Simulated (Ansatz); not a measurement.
BP in the zincblende structure, relaxed with r2SCAN, was run in the plane-wave code Ansatz under altered settings. All numbers are computed, without spin polarisation but where a row says otherwise.

```yaml
crystal:
  lattice:
    - [0.00000, 2.26832, 2.26832]
    - [2.26832, 0.00000, 2.26832]
    - [2.26832, 2.26832, 0.00000]
  atoms:
    - { symbol: B, position: [0.00000, 0.00000, 0.00000] }
    - { symbol: P, position: [0.25000, 0.25000, 0.25000] }
```

The base run's other keys:
```yaml
kpoints:
  mp_grid: { grid: [6, 6, 6] }
hamiltonian:
  xc: pbe
scf:
  occupations: { method: fixed }
  n_extra_bands: 4
```

It takes 7 iterations with 459 plane waves at 420 eV and 16 k points, and leaves a mean stress of +1.41 GPa. The gap over this mesh is 1.331 eV. It ran on 4 threads of Arm Neoverse N1 (shared host).

Outcomes, with energy and stress as changes against the base:

| setting | outcome | ΔF (meV/atom) | Δ mean stress (GPa) | gap on the mesh (eV) | iterations | wall time |
| --- | --- | --- | --- | --- | --- | --- |
| basis.ecutrho_ratio: 8 | converged | 0.0 | 0.00 | 1.331 | 7 | 0.57 s |
| scf.occupations: gaussian 0.001 | converged | 0.0 | 0.00 | 1.331 | 7 | 0.57 s |
| scf.convergence.dr2_threshold: 0.0001 | converged, warned | 0.0 | 0.0 | 1.331 | 6 | 0.58 s |
| scf.mixing.beta: 1.0 | converged | 0.0 | 0.00 | 1.331 | 6 | 0.58 s |
| scf.occupations: tetrahedron | converged, warned | 0.0 | – | 1.331 | 7 | 0.56 s |
| hamiltonian.xc: mr2scan (cutoff then 500 eV) | converged | – | -1.30 | 1.498 | 6 | 0.96 s |
| scf.occupations: cold 0.05 | converged | 0.0 | 0.00 | 1.331 | 7 | 0.57 s |
| basis.ecutwfc: 200 | converged, warned | +486 | +3.55 | 1.361 | 6 | 0.42 s |
| scf.occupations: fermi_dirac 0.001 | converged | 0.0 | 0.00 | 1.331 | 7 | 0.56 s |
| basis.xc_grid: 1 | converged | 0.0 | 0.00 | 1.331 | 7 | 0.54 s |
| basis.ecutwfc: 350 | converged, warned | +9.6 | -0.01 | 1.330 | 7 | 0.48 s |
| kpoints.mp_grid.grid: [5, 5, 5] | converged | +17.7 | +0.24 | 1.235 | 6 | 0.48 s |
| scf.n_extra_bands: 24 | converged | 0.0 | 0.00 | 1.331 | 7 | 0.72 s |

A dash marks a value that wasn't obtained or can't be compared. Stress is positive in compression. The base took 0.53 s.

- scf.convergence.dr2_threshold: 0.0001. It converges in 6 iterations against the base's 7. Even so loose a threshold leaves the results unchanged here, which can't be counted on. Warned: force scf threshold loose, stress scf threshold loose.
- scf.occupations: tetrahedron. Energy, stress and gap stay within 1 meV an atom, 0.1 GPa and 0.005 eV of the base. Warned: band table not solved further, tetrahedron derivatives may miss energy slope.
- hamiltonian.xc: mr2scan. The cutoff follows the functional, from 420 to 500 eV. The mean stress moves by -1.30 GPa and the gap on the mesh by +0.167 eV (to 1.498). It's another functional on the same cell, so totals aren't comparable.
- basis.ecutwfc: 200. 169 plane waves in place of 459. The free energy moves by +486 meV an atom, the mean stress by +3.55 GPa and the gap on the mesh by +0.029 eV (to 1.361). The basis is too small: these are errors of the cutoff. Warned: cutoff below recommended.
- basis.ecutwfc: 350. 331 plane waves in place of 459. The free energy moves by +9.6 meV an atom, the mean stress by -0.01 GPa and the gap on the mesh by -0.001 eV (to 1.330). The basis is too small: these are errors of the cutoff. Warned: cutoff below recommended.
- kpoints.mp_grid.grid: [5, 5, 5]. The free energy moves by +17.7 meV an atom, the mean stress by +0.24 GPa and the gap on the mesh by -0.096 eV (to 1.235). The mesh is too coarse.

Within 1 meV an atom, 0.1 GPa and 0.005 eV of the base stay: basis.ecutrho_ratio: 8; scf.occupations: gaussian 0.001; scf.convergence.dr2_threshold: 0.0001; scf.mixing.beta: 1.0; scf.occupations: tetrahedron; scf.occupations: cold 0.05; scf.occupations: fermi_dirac 0.001; basis.xc_grid: 1; scf.n_extra_bands: 24.
